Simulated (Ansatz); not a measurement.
Relaxed-ion elastic tensor of BeAlNO in space group P3m1 (No. 156; Al on 1b, Be on 1c, O on 1b, N on 1c) in GPa (Voigt order), r²SCAN (plane waves, PAW; program Ansatz); density 3.06 g/cm³, 8.94 Å³ per atom.

```json
[
 {"": "1", "1": "364", "2": "145", "3": "101", "4": "-26.1", "5": "0.0", "6": "0.0"},
 {"": "2", "1": "145", "2": "364", "3": "101", "4": "26.1", "5": "0.0", "6": "0.0"},
 {"": "3", "1": "101", "2": "101", "3": "388", "4": "0.0", "5": "0.0", "6": "0.0"},
 {"": "4", "1": "-26.1", "2": "26.1", "3": "0.0", "4": "109", "5": "0.0", "6": "0.0"},
 {"": "5", "1": "0.0", "2": "0.0", "3": "0.0", "4": "0.0", "5": "109", "6": "-26.1"},
 {"": "6", "1": "0.0", "2": "0.0", "3": "0.0", "4": "0.0", "5": "-26.1", "6": "109"}
]
```

Question: Is the crystal mechanically stable?

Answer: Yes: the smallest eigenvalue of C is 82.9 GPa.

Question: Work out the Voigt, Reuss and Hill averages.

Answer: K_V = 201, K_R = 201, K_H = 201; G_V = 117, G_R = 109, G_H = 113 GPa.

Question: Give Young's modulus, Poisson's ratio, Pugh's ratio and the universal anisotropy index.

Answer: E = 9KG/(3K + G) = 285 GPa; ν = 0.26; K/G = 1.78 (near the Pugh limit of 1.75, no verdict); A_U = 5G_V/G_R + K_V/K_R − 6 = 0.33.

Question: Estimate the sound speeds and the Debye temperature.

Answer: v_l = √((K + 4G/3)/ρ) = 10700 m/s, v_t = √(G/ρ) = 6070 m/s, mean 6750 m/s; Θ = (h/k)(3n/4πV)^(1/3) v_m = 968 K.

Question: How much does each axis shrink under pressure?

Answer: Linear compressibilities β_i = Σ_j S_ij (j = 1 to 3): x 1.6, y 1.6, z 1.7 per TPa.

The start of the workflow was typed in or built on a structure type; neither database checked (COD, Materials Project) lists it. Whether it is the stable phase at ambient conditions was not checked. The cell was relaxed with r²SCAN under the symmetry of its start; whether a distortion lowers the energy is not shown.

Potentials: the earlier of the program's two PAW sets. The files were generated under PBE; for other functionals the program regenerates the frozen cores, and for LDA and PBEsol the local potential too.
